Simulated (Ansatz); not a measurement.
Zr (hcp, Mg type)

```xyz
2
Lattice="3.2316 0.0000 0.0000 -1.6158 2.7986 0.0000 0.0000 0.0000 5.1736" Properties=species:S:1:pos:R:3 pbc="T T T"
Zr     0.0000     1.8658     3.8802
Zr     1.6158     0.9329     1.2934
```

The atoms are displaced by Q × the pattern below (from a DFPT mode at Γ, largest move 1; Q in Å), at fixed cell.

| atom | x | y | z |
|---|---|---|---|
| Zr1 | 0.000 | 0.000 | 1.000 |
| Zr2 | 0.000 | 0.000 | -1.000 |

Level of theory: PBE (plane waves to 420 eV, PAW, scalar-relativistic; Ansatz, a first-principles code). k mesh 17×17×9 (Γ-centred), Fermi-Dirac smearing 0.05 eV. E stands for the smeared free energy. Compression counts positive. With partly filled bands, energies and forces of such displacements shift with the k mesh and the smearing. The PAW data are Ansatz's earlier set. Zr is run without spin polarisation. Zr was relaxed with its symmetry unable to fall. The zero of ΔE is the undisplaced structure.

| Q (Å) | P (GPa) | ΔE (meV/cell) |
|---|---|---|
| -0.100 | 1.5 | … |
| -0.083 | 1.0 | … |
| -0.067 | 0.7 | 38 |
| -0.050 | 0.4 | … |
| -0.033 | 0.2 | 9 |
| -0.017 | 0.0 | 2 |
| 0.000 | 0.0 | 0 |
| 0.017 | 0.0 | 2 |
| 0.033 | 0.2 | 9 |
| 0.050 | 0.4 | … |
| 0.067 | 0.7 | 38 |
| 0.083 | 1.0 | … |
| 0.100 | 1.5 | … |

Question: What belongs in the gaps?

Answer: 
- -0.100, ΔE (meV/cell): 91
- -0.083, ΔE (meV/cell): 61
- -0.050, ΔE (meV/cell): 20
- 0.050, ΔE (meV/cell): 20
- 0.083, ΔE (meV/cell): 61
- 0.100, ΔE (meV/cell): 91

(For displaced atoms, the force is minus the slope of the energy, and its curvature is a force constant, which sets phonon frequencies.)
